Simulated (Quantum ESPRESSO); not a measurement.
pw.x input (Quantum ESPRESSO 7.5; LDA, PseudoDojo standard norm-conserving files, scalar-relativistic):

```
&CONTROL
  calculation = 'scf'
  pseudo_dir = './pseudo'
  outdir = './out'
  tprnfor = .true.
  tstress = .true.
/
&SYSTEM
  ibrav = 0
  nat = 2
  ntyp = 2
  ecutwfc = 84.0
  ecutrho = 336.0
  occupations = 'smearing'
  smearing = 'fd'
  degauss = 0.002
  nbnd = 12
/
&ELECTRONS
  conv_thr = 2e-10
/
ATOMIC_SPECIES
O 15.9990 O.upf
Mg 24.3050 Mg.upf
CELL_PARAMETERS angstrom
  0.000000000000   2.079906398000   2.079906398000
  2.079906398000   0.000000000000   2.079906398000
  2.079906398000   2.079906398000   0.000000000000
ATOMIC_POSITIONS crystal
O   0.500000000000   0.500000000000   0.500000000000
Mg   0.000000000000   0.000000000000   0.000000000000
K_POINTS automatic
12 12 12 0 0 0
```

End of the output:

```

[...]
     the Fermi energy is    10.5526 ev
!    total energy              =    -151.83555009 Ry
     estimated scf accuracy    <          7.1E-13 Ry
     smearing contrib. (-TS)   =       0.00000000 Ry
     internal energy E=F+TS    =    -151.83555009 Ry
     The total energy is F=E-TS. E is the sum of the following terms:
     one-electron contribution =     -72.58172780 Ry
     hartree contribution      =      40.62298041 Ry
     xc contribution           =     -23.91978445 Ry
     ewald contribution        =     -95.95701825 Ry
     convergence has been achieved in  10 iterations
     Forces acting on atoms (cartesian axes, Ry/au):
     atom    1 type  1   force =     0.00000000    0.00000000    0.00000000
     atom    2 type  2   force =     0.00000000    0.00000000    0.00000000
     Total force =     0.000000     Total SCF correction =     0.000000
     Computing stress (Cartesian axis) and pressure
          total   stress  (Ry/bohr**3)                   (kbar)     P=       -0.33
  -0.00000224   0.00000000   0.00000000           -0.33        0.00        0.00
   0.00000000  -0.00000224   0.00000000            0.00       -0.33        0.00
   0.00000000   0.00000000  -0.00000224            0.00        0.00       -0.33
```
In a gapped system the printed Fermi energy is only some level inside the gap.

Geometry relaxed with LDA.
